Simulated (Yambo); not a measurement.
G0W0@PBEsol for CsHgF3 (cubic perovskite, space group Pm-3m, No. 221) in Yambo. Reference settings: 2×2×2 Γ-centred k mesh, bands 9 to 296 and a 7 Ry block in the screening, 296 bands in G with the Bruneval-Gonze terminator, plasmon pole fitted at 27.2 eV. The PBEsol gap R → Γ on this mesh is 0.44 eV; G0W0 gaps are taken between the same points.

With and without the terminator, as bands are cut:

```tsv
bands in G (in W)	gap, terminator (eV)	gap, none (eV)	valence shift, terminator (eV)	valence shift, none (eV)
120 (296)	2.254	1.944	-0.871	-0.088
196 (296)	2.207	1.954	-0.883	-0.381
296 (296)	2.189	2.017	-0.883	-0.587
```

Over this range the gap spans 0.065 eV with the terminator and 0.073 eV without, the valence shift 0.012 eV and 0.499 eV. Neither column has reached its limit for certain.

Spin-orbit coupling is included.

Geometry of the Materials Project entry, not relaxed at this level; primitive cell a = b = c = 4.5954 Å, α = β = γ = 90.00°.

A shift is the quasiparticle energy of the state minus its PBEsol energy.
